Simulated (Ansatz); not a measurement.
ZrTa:
```xyz
2
Lattice="2.9276 0.0000 0.0000 0.0000 2.9276 0.0000 0.0000 0.0000 4.7826" Properties=species:S:1:pos:R:3 pbc="T T T"
Ta     0.0000     0.0000     0.0000
Zr     1.4638     1.4638     2.3913
```

Relaxed with r²SCAN. Special points in fractions of this cell's reciprocal vectors: Γ (0.000, 0.000, 0.000); X (0.000, 0.500, 0.000); M (0.500, 0.500, 0.000); Z (0.000, 0.000, 0.500); R (0.000, 0.500, 0.500); A (0.500, 0.500, 0.500).

### Question
List the band energies nearest the Fermi level at these points for the program Ansatz at the r²SCAN with spin–orbit coupling level (PAW).

### Answer
In eV from the Fermi level; about four levels below and three above (degenerate sets whole), none deeper than 8.9 eV; points with the same levels are listed once.

| k | below | above |
|---|---|---|
| Γ | -2.62 -2.62 -0.11 -0.11 | 1.61 1.61 1.62 1.62 |
| X | -0.49 -0.49 -0.12 -0.12 | 2.51 2.51 2.89 2.89 |
| M | -2.76 -2.76 -2.69 -2.69 | 3.62 3.62 4.41 4.41 |
| Z | -1.24 -1.24 0.00 0.00 | 0.55 0.55 3.11 3.11 |
| R | -3.34 -3.34 -0.37 -0.37 | 0.28 0.28 0.66 0.66 |
| A | -0.56 -0.56 -0.42 -0.42 | 1.62 1.62 2.96 2.96 |

Space group P4/mmm (L1₀ or tetragonal B2). The start of the workflow was typed in or built on a structure type; neither database checked (COD, Materials Project) lists it. Its standing as an ambient phase is unchecked. Symmetry was held in the r²SCAN relaxation; its stability against distortions is not shown here. No spin polarisation was allowed. Its formation energy is positive at this level, so the cell may be metastable or incomplete.

Potentials: the earlier of the program's two PAW sets.
